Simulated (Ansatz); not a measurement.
ZrO$_{2}$ in space group P4_2/nmc (No. 137; Zr on 2a, O on 4d), the program Ansatz at the r²SCAN level (PAW). The conduction-band minimum lies at Γ, with 1 equivalent valley. Second derivatives d²E/dk² of the lowest band at one valley (eV·Å²), along Cartesian directions:

```json
[
 {"direction": "[100]", "d²E/dk²": "12.04"},
 {"direction": "[010]", "d²E/dk²": "12.04"},
 {"direction": "[001]", "d²E/dk²": "3.431"},
 {"direction": "[110]", "d²E/dk²": "12.04"},
 {"direction": "[101]", "d²E/dk²": "7.738"},
 {"direction": "[011]", "d²E/dk²": "7.738"}
]
```

Task: Find the principal effective masses, the density-of-states mass and the conductivity mass.

Result: Off-diagonal terms follow from H_xy = H[110] − (H_xx + H_yy)/2, and m*/mₑ = 7.620 eV·Å² over each eigenvalue: 0.63, 0.63, 2.2. One valley's DOS mass (m₁m₂m₃)^(1/3) = 0.96, conductivity mass 3/(Σ 1/mᵢ) = 0.83 mₑ.

Task: What effective density of states Nc follows at 300 K for parabolic valleys?

Result: Nc = 2.509e19 × 1 × (0.96)^(3/2) ≈ 2.4e19 cm⁻³.

This is a known high-temperature phase of the composition, computed here at zero pressure and temperature. Symmetry was held in the r²SCAN relaxation; its stability against distortions is not shown here. No spin polarisation was allowed. Scalar-relativistic: spin–orbit coupling is off unless named, which matters more the heavier the elements.

Potentials: the later of the program's two PAW sets.

Edges and masses are those of Kohn–Sham bands, whose gap is no quasiparticle gap.
